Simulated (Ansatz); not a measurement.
Computed with Ansatz 0.2.0, DFT PBE, scalar-relativistic, plane waves, PAW. All cells share a 420 eV cutoff and Γ-centred k meshes spaced about 0.3 Å⁻¹ or finer (0.25 for metals, 2π included). No spin polarisation.

Temperature and zero-point effects are left out.

Compare these two cells of Nb2PdSe4, each relaxed at this level.

A.

```
Nb Pd Se
1.0
     3.55226    0.00000    0.00000
    -1.77613    3.07635    0.00000
     0.00000    0.00000   13.64713
Nb Pd Se
2 1 4
Direct
  0.00000 0.00000 0.24288
  0.00000 0.00000 0.75712
  0.00000 0.00000 0.00000
  0.33333 0.66667 0.12516
  0.33333 0.66667 0.36434
  0.66667 0.33333 0.63567
  0.66667 0.33333 0.87484
```

B.

```
Nb Pd Se
1.0
     6.87511   -1.76382    0.00000
     6.87511    1.76382    0.00000
    -2.82940    0.00000    5.84130
Nb Pd Se
2 1 4
Cartesian
  8.3375 0.0000 4.0203
  2.5834 0.0000 1.8210
  0.0000 0.0000 0.0000
  0.1453 0.0000 2.6930
  10.7755 0.0000 3.1483
  4.8650 0.0000 0.1121
  6.0558 0.0000 5.7292
```

Question: Which is lower in energy, and by how much?

Answer: B is lower, by 24 meV/atom. A has space group P-3m1 (No. 164), 21.3 Å³/atom and no gap on its mesh; B has space group C2/m (No. 12), 20.2 Å³/atom and no gap. In A, Nb is surrounded by 6 Se at 2.61–2.64 Å and 1 Pd at 3.31 Å; around Pd lie 6 Se at 2.67 Å and 2 Nb at 3.31 Å; around Se on its first site lie 3 Nb at 2.61 Å and 3 Pd at 2.67 Å; 1 more site not described. In B, around Nb lie 5 Se at 2.57–2.68 Å, 1 Se at 2.85 Å, 2 Nb at 3.03 Å and 1 Pd at 3.16 Å; around Pd lie 6 Se at 2.68–2.70 Å, 2 Nb at 3.16 Å and 2 Pd at 3.53 Å; around Se on its first site lie 3 Nb at 2.57–2.59 Å and 1 Pd at 2.70 Å; 1 more site not described. Both come from trial cells of a structure search, whose lowest cell (Pmma, 20.2 Å³/atom) lies 23 meV/atom below the lower of the two.

For metals, differences of a few meV/atom aren't resolved. Weakly bound directions are ill-defined at this level, which has no dispersion term (P-3m1), and this can change margins and order among such cells. Trial moments fell under 0.15 μB along the way in P-3m1 and C2/m; another start might hold them. With atoms moved at random, A and B came back. Some structure types and database cells were kept out of the candidates from the start, so a known form may be missing.
